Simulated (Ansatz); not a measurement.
input.yaml

```yaml
crystal:
  lattice:
    - [-2.0318318695, 2.0318318695, 4.0369436246]
    - [2.0318318695, -2.0318318695, 4.0369436246]
    - [2.0318318695, 2.0318318695, -4.0369436246]
  atoms:
    - { symbol: Sn, position: [0.0, 0.0, 0.0] }
    - { symbol: F, position: [0.2315637264, 0.2315637264, 0.0] }
    - { symbol: F, position: [0.7684362736, 0.7684362736, 0.0] }
    - { symbol: F, position: [0.5, 0.0, 0.5] }
    - { symbol: F, position: [0.0, 0.5, 0.5] }
basis:
  ecutwfc: 420
kpoints:
  mp_grid: { grid: [8, 8, 8] }
hamiltonian:
  xc: pbesol
scf:
  occupations: { method: gaussian, width: 0.02 }
output:
  forces: true
  stress: true
  eigenvalues: true
relax:
  adjacent_minimum: "off"
  f_tol: 0.01
  max_steps: 30
  cell: { stress_tol: 0.1, fix: [volume] }
```

Command:
```bash
ansatz run input.yaml --threads 1 --pin off --max-ram 2560MiB --backend cpu --events-out ev --progress --plain --runs-dir out
```

All numbers below come from Ansatz, DFT PBEsol, scalar-relativistic, plane waves, PAW.

Part of what the program printed, abridged:

```
Pseudopotentials: kind: paw
Pseudopotential: Sn, paw, valence charge 14, recommended cutoff 420 eV (normal)
Pseudopotential: F, paw, valence charge 7, recommended cutoff 420 eV (normal)
Functional definition: PBEsol
Crystal: 5 atoms, lattice volume = 66.664 Å³
Basis set: ecut = 420 eV, 1313 PW (Γ), exchange–correlation on 72×72×72 points (8 copies of the dense FFT grid, shifted against one another)
Bands: 26, of which v1, the nominal top of the filled ones, is band 21 counted from 1 (20 counted from 0)
Symmetry: 16 space group operations
Space group: I4/mmm (ITA 139), of the structure as read, at distance tolerance 4.1e-5 Å
k-points: 59 of 512
Initial density: superposition of atomic densities (neutral atoms: chi_scale 0, normalization atom), corrected by the library's trained network
Initial wavefunctions: pseudopotential atomic-orbital guess
Functional: x = pbesol(κ = 0.804, μ = 0.12345679), c = pbesol(β = 0.046)
SCF iter   1: F=—  HF=-9152.228728 eV  |F-HF|=—  |Δ(HF+E_count)|=         —  Δρ=1.46e-2  dr2=8.63e-2  ethr=1.77e-3  ⟨swp⟩=6.2  Hψ=7366  notcnv=0
SCF iter   2: F=—  HF=-9152.207497 eV  |F-HF|=—  |Δ(HF+E_count)|=   2.12e-2  Δρ=5.96e-3  dr2=1.32e-2  ethr=2.05e-4  ⟨swp⟩=2.4  Hψ=3474  notcnv=0  defer=59
SCF iter   3: F=—  HF=-9152.203232 eV  |F-HF|=—  |Δ(HF+E_count)|=   4.27e-3  Δρ=1.05e-3  dr2=3.39e-4  ethr=3.13e-5  ⟨swp⟩=2.4  Hψ=2466  notcnv=0  defer=59
SCF iter   4: F=—  HF=-9152.203272 eV  |F-HF|=—  |Δ(HF+E_count)|=   3.98e-5  Δρ=4.62e-4  dr2=1.02e-4  ethr=8.07e-7  ⟨swp⟩=2.0  Hψ=2630  notcnv=0  defer=59
SCF iter   5: F=—  HF=-9152.203250 eV  |F-HF|=—  |Δ(HF+E_count)|=   2.13e-5  Δρ=1.34e-4  dr2=5.16e-6  ethr=2.42e-7  ⟨swp⟩=2.0  Hψ=2076  notcnv=0  defer=59
SCF iter   6: F=—  HF=-9152.203271 eV  |F-HF|=—  |Δ(HF+E_count)|=   2.03e-5  Δρ=2.50e-5  dr2=1.50e-7  ethr=1.23e-8  ⟨swp⟩=2.0  Hψ=2504  notcnv=0  defer=59
SCF iter   7: F=-9152.203271 eV  HF=-9152.203271 eV  |F-HF|=1.93e-8  |Δ(HF+E_count)|=   2.02e-7  Δρ=5.95e-6  dr2=8.56e-9  ethr=2.38e-10  ⟨swp⟩=8.3  Hψ=6408  notcnv=0
SCF 1 converged in 7 iterations: F = -9152.203271 eV  dr2 = 8.56e-9
relax step   1: F+E_penalty+E_count = -9152.20327074 eV  Δ(F+E_penalty+E_count) = +0.000e0 eV  max|allowed force component| = 5.460e-1 eV/Å  Δτ_max = 0.0000 Å  P = +3.890 GPa  Ω = 66.664 Å³  fix = [volume]  reactions: volume +3.890 GPa (7 SCF iters, dr2 threshold 1.00e-7 eV, accepted)
Initial density: handed on by an earlier stage of this run
Initial wavefunctions: those handed on with the density
SCF iter   1: F=—  HF=-9152.220803 eV  |F-HF|=—  |Δ(HF+E_count)|=         —  Δρ=7.91e-3  dr2=5.13e-3  ethr=1.25e-5  ⟨swp⟩=2.0  Hψ=8738  notcnv=0
SCF iter   2: F=—  HF=-9152.220694 eV  |F-HF|=—  |Δ(HF+E_count)|=   1.08e-4  Δρ=3.67e-3  dr2=9.62e-4  ethr=1.22e-5  ⟨swp⟩=2.4  Hψ=2630  notcnv=0
SCF iter   3: F=—  HF=-9152.220972 eV  |F-HF|=—  |Δ(HF+E_count)|=   2.78e-4  Δρ=1.19e-3  dr2=3.08e-4  ethr=2.29e-6  ⟨swp⟩=2.0  Hψ=2252  notcnv=0
SCF iter   4: F=—  HF=-9152.220949 eV  |F-HF|=—  |Δ(HF+E_count)|=   2.28e-5  Δρ=2.77e-4  dr2=1.89e-5  ethr=7.34e-7  ⟨swp⟩=2.0  Hψ=2596  notcnv=0
SCF iter   5: F=—  HF=-9152.220948 eV  |F-HF|=—  |Δ(HF+E_count)|=   9.45e-7  Δρ=1.06e-4  dr2=4.23e-6  ethr=4.49e-8  ⟨swp⟩=2.0  Hψ=2572  notcnv=0
SCF iter   6: F=-9152.220947 eV  HF=-9152.220947 eV  |F-HF|=3.54e-9  |Δ(HF+E_count)|=   9.98e-7  Δρ=2.15e-5  dr2=9.29e-8  ethr=1.19e-9  ⟨swp⟩=4.7  Hψ=7150  notcnv=0
SCF 2 converged in 6 iterations: F = -9152.220947 eV  dr2 = 9.29e-8
relax step   2: F+E_penalty+E_count = -9152.22094730 eV  Δ(F+E_penalty+E_count) = -1.768e-2 eV  max|allowed force component| = 1.282e-1 eV/Å  Δτ_max = 0.0360 Å  P = +1.482 GPa  Ω = 66.664 Å³  energy of the carried Pulay correction = +1.217e-16 eV  fix = [volume]  reactions: volume +1.482 GPa (6 SCF iters, dr2 threshold 5.00e-7 eV, accepted)
SCF iter   1: F=—  HF=-9152.221745 eV  |F-HF|=—  |Δ(HF+E_count)|=         —  Δρ=1.87e-3  dr2=2.91e-4  ethr=7.42e-7  ⟨swp⟩=2.0  Hψ=7898  notcnv=0
SCF iter   2: F=—  HF=-9152.221768 eV  |F-HF|=—  |Δ(HF+E_count)|=   2.23e-5  Δρ=8.61e-4  dr2=5.43e-5  ethr=6.93e-7  ⟨swp⟩=2.3  Hψ=2260  notcnv=0
SCF iter   3: F=—  HF=-9152.221782 eV  |F-HF|=—  |Δ(HF+E_count)|=   1.46e-5  Δρ=3.11e-4  dr2=2.02e-5  ethr=1.29e-7  ⟨swp⟩=2.0  Hψ=2193  notcnv=0
SCF iter   4: F=—  HF=-9152.221779 eV  |F-HF|=—  |Δ(HF+E_count)|=   3.57e-6  Δρ=7.06e-5  dr2=1.15e-6  ethr=4.81e-8  ⟨swp⟩=2.0  Hψ=2599  notcnv=0
SCF iter   5: F=-9152.221778 eV  HF=-9152.221779 eV  |F-HF|=1.83e-7  |Δ(HF+E_count)|=   5.73e-8  Δρ=2.43e-5  dr2=2.18e-7  ethr=1.19e-9  ⟨swp⟩=6.1  Hψ=6489  notcnv=0
SCF 3 converged in 5 iterations: F = -9152.221778 eV  dr2 = 2.18e-7
relax step   3: F+E_penalty+E_count = -9152.22177840 eV  Δ(F+E_penalty+E_count) = -8.311e-4 eV  max|allowed force component| = 1.316e-2 eV/Å  Δτ_max = 0.0083 Å  P = +0.917 GPa  Ω = 66.664 Å³  energy of the carried Pulay correction = -2.433e-16 eV  fix = [volume]  reactions: volume +0.917 GPa (5 SCF iters, dr2 threshold 5.00e-7 eV, accepted)
SCF iter   1: F=—  HF=-9152.221754 eV  |F-HF|=—  |Δ(HF+E_count)|=         —  Δρ=1.49e-4  dr2=2.02e-6  ethr=4.90e-9  ⟨swp⟩=2.8  Hψ=7379  notcnv=0
SCF iter   2: F=—  HF=-9152.221786 eV  |F-HF|=—  |Δ(HF+E_count)|=   3.17e-5  Δρ=6.91e-5  dr2=5.41e-7  ethr=4.80e-9  ⟨swp⟩=2.0  Hψ=2649  notcnv=0
SCF iter   3: F=—  HF=-9152.221786 eV  |F-HF|=—  |Δ(HF+E_count)|=   6.46e-8  Δρ=3.78e-5  dr2=2.56e-7  ethr=1.29e-9  ⟨swp⟩=2.0  Hψ=2206  notcnv=0
SCF iter   4: F=-9152.221786 eV  HF=-9152.221786 eV  |F-HF|=1.64e-9  |Δ(HF+E_count)|=   2.69e-8  Δρ=6.96e-6  dr2=6.52e-9  ethr=2.58e-11  ⟨swp⟩=3.8  Hψ=6767  notcnv=0
SCF 4 converged in 4 iterations: F = -9152.221786 eV  dr2 = 6.52e-9
relax step   4: F+E_penalty+E_count = -9152.22178596 eV  Δ(F+E_penalty+E_count) = -7.557e-6 eV  max|allowed force component| = 6.578e-4 eV/Å  Δτ_max = 0.0006 Å  P = +0.871 GPa  Ω = 66.664 Å³  energy of the carried Pulay correction = -2.433e-16 eV  fix = [volume]  reactions: volume +0.871 GPa (4 SCF iters, dr2 threshold 1.08e-8 eV, accepted)
Initial wavefunctions: pseudopotential atomic-orbital guess (no wavefunctions were taken with the density)
SCF iter   1: F=—  HF=-9152.222600 eV  |F-HF|=—  |Δ(HF+E_count)|=         —  Δρ=1.47e-4  dr2=1.49e-6  ethr=8.43e-8  ⟨swp⟩=3.1  Hψ=11917  notcnv=0
SCF iter   2: F=—  HF=-9152.222672 eV  |F-HF|=—  |Δ(HF+E_count)|=   7.24e-5  Δρ=7.09e-5  dr2=3.89e-7  ethr=3.54e-9  ⟨swp⟩=2.7  Hψ=2641  notcnv=0
SCF iter   3: F=—  HF=-9152.222685 eV  |F-HF|=—  |Δ(HF+E_count)|=   1.29e-5  Δρ=3.60e-5  dr2=5.20e-7  ethr=9.27e-10  ⟨swp⟩=2.0  Hψ=2665  notcnv=0
SCF iter   4: F=—  HF=-9152.222685 eV  |F-HF|=—  |Δ(HF+E_count)|=   2.70e-7  Δρ=3.30e-6  dr2=1.35e-9  ethr=9.27e-10  ⟨swp⟩=2.0  Hψ=2279  notcnv=0
SCF iter   5: F=—  HF=-9152.222685 eV  |F-HF|=—  |Δ(HF+E_count)|=   1.40e-8  Δρ=1.17e-6  dr2=2.60e-10  ethr=1.00e-12  ⟨swp⟩=5.0  Hψ=6058  notcnv=0
SCF iter   6: F=-9152.222685 eV  HF=-9152.222685 eV  |F-HF|=1.82e-11  |Δ(HF+E_count)|=   1.26e-9  Δρ=2.25e-7  dr2=1.42e-11  ethr=1.00e-12  ⟨swp⟩=4.8  Hψ=5063  notcnv=0
SCF 5 converged in 6 iterations: F = -9152.222685 eV  dr2 = 1.42e-11
SCF iter   1: F=—  HF=-9152.222703 eV  |F-HF|=—  |Δ(HF+E_count)|=         —  Δρ=5.45e-4  dr2=2.41e-5  ethr=7.38e-8  ⟨swp⟩=3.0  Hψ=8444  notcnv=0
SCF iter   2: F=—  HF=-9152.222736 eV  |F-HF|=—  |Δ(HF+E_count)|=   3.24e-5  Δρ=2.58e-4  dr2=5.04e-6  ethr=5.74e-8  ⟨swp⟩=2.1  Hψ=2239  notcnv=0
SCF iter   3: F=—  HF=-9152.222737 eV  |F-HF|=—  |Δ(HF+E_count)|=   1.54e-6  Δρ=6.26e-5  dr2=1.19e-6  ethr=1.20e-8  ⟨swp⟩=2.6  Hψ=2494  notcnv=0
SCF iter   4: F=-9152.222737 eV  HF=-9152.222737 eV  |F-HF|=1.92e-8  |Δ(HF+E_count)|=   3.00e-7  Δρ=1.16e-5  dr2=3.48e-8  ethr=1.92e-10  ⟨swp⟩=3.6  Hψ=6578  notcnv=0
SCF 6 converged in 4 iterations: F = -9152.222737 eV  dr2 = 3.48e-8
relax step   6: F+E_penalty+E_count = -9152.22273683 eV  Δ(F+E_penalty+E_count) = -5.139e-5 eV  max|allowed force component| = 9.789e-4 eV/Å  Δτ_max = 0.0025 Å  P = +0.772 GPa  Ω = 66.664 Å³  energy of the carried Pulay correction = -3.072e-5 eV  fix = [volume]  reactions: volume +0.772 GPa (4 SCF iters, dr2 threshold 8.05e-8 eV, accepted)
SCF iter   1: F=—  HF=-9152.222761 eV  |F-HF|=—  |Δ(HF+E_count)|=         —  Δρ=5.04e-5  dr2=7.56e-8  ethr=8.25e-8  ⟨swp⟩=3.1  Hψ=11932  notcnv=0
SCF iter   2: F=—  HF=-9152.222814 eV  |F-HF|=—  |Δ(HF+E_count)|=   5.28e-5  Δρ=2.50e-5  dr2=1.89e-8  ethr=1.80e-10  ⟨swp⟩=2.0  Hψ=2737  notcnv=0
SCF iter   3: F=—  HF=-9152.222819 eV  |F-HF|=—  |Δ(HF+E_count)|=   5.13e-6  Δρ=1.23e-5  dr2=6.19e-9  ethr=4.50e-11  ⟨swp⟩=2.0  Hψ=2542  notcnv=0
SCF iter   4: F=—  HF=-9152.222821 eV  |F-HF|=—  |Δ(HF+E_count)|=   1.59e-6  Δρ=1.76e-6  dr2=1.03e-9  ethr=1.47e-11  ⟨swp⟩=2.0  Hψ=2613  notcnv=0
SCF iter   5: F=-9152.222821 eV  HF=-9152.222821 eV  |F-HF|=1.16e-10  |Δ(HF+E_count)|=   7.65e-9  Δρ=2.41e-7  dr2=1.08e-11  ethr=1.00e-12  ⟨swp⟩=3.2  Hψ=5844  notcnv=0
SCF 7 converged in 5 iterations: F = -9152.222821 eV  dr2 = 1.08e-11
SCF converged after 5 iterations
Free energy (F): -9152.222821 eV
Harris-Foulkes:  -9152.222821 eV  (|F-HF|=1.16e-10)
Internal energy: -9152.222821 eV  (E = F + TS)
E sigma→0 (E₀):  -9152.222821 eV
Fermi energy:    3.926855 eV
--- Per-component energies (eV) ---
  E_band       = -311.118274
  E_kinetic    = 1011.144182
  E_local      = -3473.673794  (includes V_loc(G=0)·N_el)
  E_nonlocal   = 268.441234
  E_hartree    = 1508.340150
  E_xc         = -687.698803
  E_vxc        = -495.616725  (∫ρ·V_xc dr)
  E_paw        = -4852.798954  (= ΣΔE_a)
  E_vpaw       = -638.101812  (= ΣTr[D̂ρ^β])
  E_aug_tail   = 0.008207  (compensation charges beyond the density's cutoff)
  E_ewald      = -2926.439652
  E_core_change = 0.454610  (= ΣΔE_core)
  E_smearing   =  0.000000  (= −TS)
--- Forces (eV/Å), atoms counted from 1 ---
  atom   1  Sn     0.00000000     0.00000000     0.00000000
  atom   2  F      0.00000000     0.00000000    -0.00075329
  atom   3  F      0.00000000     0.00000000     0.00075329
  atom   4  F      0.00000000     0.00000000     0.00000000
  atom   5  F      0.00000000     0.00000000     0.00000000
--- Stress (GPa, compression-positive) ---
        0.790264       0.000000       0.000000
        0.000000       0.790264       0.000000
        0.000000       0.000000       0.739820
  P = ⅓ Tr σ = 0.7734 GPa (7.734 kbar)
--- Band table (eV; the first three rows and the last of 59) ---
  k-point 0: bands = ["-19.7466", "-19.6265", "-19.0932", "-17.4764", "-16.7613", "-16.6355", "-16.6355", "-15.4421", "-14.8517", "-2.8811", "-2.8811", "-1.4563", "-0.8656", "0.3292", "0.3292", "0.3810", "1.1149", "1.1176", "1.1176", "2.0514", "2.0514", "5.5746", "13.8400", "14.7431", "14.7431", "16.0658"]
  k-point 1: bands = ["-19.6622", "-19.5456", "-19.0777", "-17.4980", "-16.7661", "-16.6381", "-16.6370", "-15.6571", "-14.9171", "-3.4921", "-2.5208", "-1.3409", "-0.2870", "0.1642", "0.1891", "0.4087", "1.0551", "1.2756", "1.2785", "1.7866", "2.0550", "6.0470", "13.8731", "14.1540", "14.8335", "15.6159"]
  k-point 2: bands = ["-19.4239", "-19.3386", "-19.0374", "-17.5492", "-16.7779", "-16.6444", "-16.6409", "-16.1907", "-15.0916", "-4.4100", "-1.6133", "-1.0239", "-0.2051", "-0.1256", "0.5255", "0.6122", "0.8786", "1.2641", "1.5182", "1.6687", "2.0545", "7.2247", "12.8011", "13.4406", "14.6174", "15.5075"]
  k-point 58: bands = ["-19.7509", "-19.6757", "-18.7922", "-17.7882", "-16.7609", "-16.6315", "-16.6315", "-15.4431", "-14.8286", "-3.0050", "-3.0050", "-1.3464", "-0.4535", "0.1763", "0.2580", "0.2580", "0.5072", "1.3044", "1.3044", "2.1260", "2.1260", "6.7043", "12.6096", "14.8329", "15.2114", "15.2114"]
--- Relaxed structure (5 steps of the walk, 5 accepted, 2 SCFs on fresh bases) ---
  F+E_penalty+E_count = -9152.22282070 eV   max|allowed force component| = 7.533e-4 eV/Å   (the final SCF, on the basis selected at the relaxed cell)
  cell:  # Å, volume = 66.6635 Å³
    - [-2.04642176, 2.04642176, 3.97958630]
    - [2.04642176, -2.04642176, 3.97958630]
    - [2.04642176, 2.04642176, -3.97958630]
  atoms:
    - { symbol: Sn, position: [0.0, 0.0, 0.0] }
    - { symbol: F, position: [0.23742852, 0.23742852, 0.0] }
    - { symbol: F, position: [0.76257147, 0.76257147, 0.0] }
    - { symbol: F, position: [0.5, 0.0, 0.5] }
    - { symbol: F, position: [0.0, 0.5, 0.5] }
```

The relaxation met its thresholds.

It took 48 s on 1 thread of Arm Neoverse V1 (shared host), peak memory 0.39 GiB.